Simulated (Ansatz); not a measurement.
Recipe of this trial structure of LiH5: random cell by space group and Wyckoff sites (Amm2, No. 38). Its size is a rough estimate.

```
Li H
1.0
     7.46575    0.00000    0.00000
     0.00000    2.35543    1.66152
     0.00000   -2.35543    1.66152
Li H
1 5
Direct
  0.50000 0.63484 0.63484
  0.10597 0.10931 0.58830
  0.89403 0.58830 0.10931
  0.10597 0.58830 0.10931
  0.89403 0.10931 0.58830
  0.00000 0.70281 0.70281
```

All numbers below come from DFT PBE, scalar-relativistic, plane waves, PAW (Ansatz). Cutoff 420 eV, Gaussian smearing, Γ-centred meshes. Cell and atoms relax first on a coarse mesh and then on a finer one. In between, the cell is made exact in the group found at 0.06 Å. In metals the finer mesh still leaves noise of several meV/atom or more. The steps can't lower the symmetry of their start. No spin polarisation.

A guess keeps its type if space group and coordination stay and the shape of the cell changes little (axis ratios within about 15 %, angles within 6°); the volume may change.

Question: Does it keep its structure type, or change into something else?

Answer: It doesn't keep its type. The symmetry goes from Amm2 (No. 38) to Cmmm (No. 65). The volume per atom shrinks by 37.6 %, from 9.7 to 6.1 Å³. The shortest distance goes from 1.54 Å (H–H) to 1.09 Å (H–H). Counting neighbours within 15 % of an atom's shortest distance, the start has H 4, Li 12 and the end H 2/6, Li 6. In detail, at the end Li is surrounded by 4 H at 2.11 Å, 2 Li at 2.17 Å and 4 H at 2.52 Å; H on a site of symmetry m is surrounded by 2 H at 1.09 Å (long contacts); around H on a site of symmetry mmm lie 4 Li at 2.11 Å and 2 H at 2.17 Å.

```
CELL_PARAMETERS angstrom
1.08478 -4.65471 0.00000
1.08478 4.65471 0.00000
0.00000 0.00000 3.61269
ATOMIC_POSITIONS crystal
Li 0.50000 0.50000 0.50000
H 0.75140 0.24860 0.75734
H 0.24860 0.75140 0.24266
H 0.24860 0.75140 0.75734
H 0.75140 0.24860 0.24266
H 0.00000 0.00000 0.00000
```

The last run used an 18×18×10 mesh (in the run's order of axes) for its 6-atom cell and Gaussian smearing of 0.10 eV. Weakly bound directions are ill-defined at this level, which has no dispersion term. A structure relaxed within its symmetry needn't be a true minimum.

In counts of neighbours, a slash parts the counts of unlike sites.
